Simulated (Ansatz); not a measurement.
ZrN (rock salt, Fm-3m) under volume change, plane-wave PAW PBEsol (Ansatz code), scaled uniformly.

```json
[
 {"V (Å³/atom)": "10.734", "E − E(relaxed) (meV/atom)": "94.5", "P (GPa)": "30.99"},
 {"V (Å³/atom)": "11.088", "E − E(relaxed) (meV/atom)": "39.7", "P (GPa)": "18.97"},
 {"V (Å³/atom)": "11.441", "E − E(relaxed) (meV/atom)": "___", "P (GPa)": "___"},
 {"V (Å³/atom)": "11.795", "E − E(relaxed) (meV/atom)": "0.0", "P (GPa)": "0.00"},
 {"V (Å³/atom)": "12.149", "E − E(relaxed) (meV/atom)": "8.5", "P (GPa)": "-7.45"},
 {"V (Å³/atom)": "12.503", "E − E(relaxed) (meV/atom)": "32.1", "P (GPa)": "-13.81"},
 {"V (Å³/atom)": "12.857", "E − E(relaxed) (meV/atom)": "___", "P (GPa)": "___"}
]
```

Some entries are withheld; supply them.


- 12.857, E − E(relaxed) (meV/atom): 68.7
- 12.857, P (GPa): -19.22
- 11.441, E − E(relaxed) (meV/atom): 9.4
- 11.441, P (GPa): 8.73

What does a third-order Birch–Murnaghan fit give for V₀, B₀ and B′?

V₀ = 11.80 Å³/atom, B₀ = 268 GPa, B′ = 4.3.

The PBEsol relaxation kept the symmetry of its start. The run is not spin-polarised.

Potentials: the earlier of the program's two PAW sets. The files were generated under PBE; for other functionals the program regenerates the frozen cores, and for LDA and PBEsol the local potential too.
